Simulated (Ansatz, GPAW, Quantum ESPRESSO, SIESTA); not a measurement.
One calculation of Y2Ge3, 4 ways

```xyz
5
Lattice="4.3924 0.0000 0.0000 -2.1962 3.8040 0.0000 0.0000 0.0000 7.1073" Properties=species:S:1:pos:R:3 pbc="T T T"
Y     0.0000    0.0000    1.9195
Y     0.0000    0.0000    5.1878
Ge    2.1962    1.2680    0.0000
Ge    2.1962    1.2680    3.5536
Ge    0.0000    2.5360    0.0000
```

The cell comes from a database or a generator and needn't be the stable form of this composition.

Alike in all runs: task single point; functional PBE; k mesh 7 × 7 × 4; occupations fermi-dirac, width 0.05 eV; no spin polarisation; no spin-orbit coupling. Pressure is positive in compression and, in plane waves, holds the error of the finite cutoff, which Ansatz's Pulay term estimates and takes out.

```tsv
program and potentials	plane-wave cutoff (eV)	notes	pressure (GPa)	largest force (eV/Å)
Ansatz, Ansatz PAW	420	12.8 valence electrons an atom on average	0.36	0.152
SIESTA, files PseudoDojo sr-pbe-0.4.1-standard, DZP (energy shift 0.003 Ry; two zetas on semicore shells)	-	atomic basis; 12.8 valence electrons an atom on average	1.20	0.057
GPAW, GPAW PAW data sets (gpaw-data 1.2.1)	600	6.8 valence electrons an atom on average	0.31	0.157
Quantum ESPRESSO, SSSP 1.3 efficiency PBE	748	12.8 valence electrons an atom on average	0.32	0.151
```

Force on atom 1 (Y), eV/Å:

| program and potentials | x | y | z |
| --- | --- | --- | --- |
| Ansatz, Ansatz PAW | 0.000 | 0.000 | -0.152 |
| SIESTA, files PseudoDojo sr-pbe-0.4.1-standard, DZP (energy shift 0.003 Ry; two zetas on semicore shells) | 0.000 | 0.000 | -0.057 |
| GPAW, GPAW PAW data sets (gpaw-data 1.2.1) | 0.000 | 0.000 | -0.157 |
| Quantum ESPRESSO, SSSP 1.3 efficiency PBE | 0.000 | 0.000 | -0.151 |

The pressure spans 0.31 (GPAW, GPAW PAW data sets (gpaw-data 1.2.1)) to 1.20 GPa (SIESTA, files PseudoDojo sr-pbe-0.4.1-standard, DZP (energy shift 0.003 Ry; two zetas on semicore shells)). Rows in atomic bases carry the error of their basis and grid, which can be large.

The functional is the same throughout but for its coding, so the spread measures potentials, basis and numerics; runs on potential files found faulty are left out.
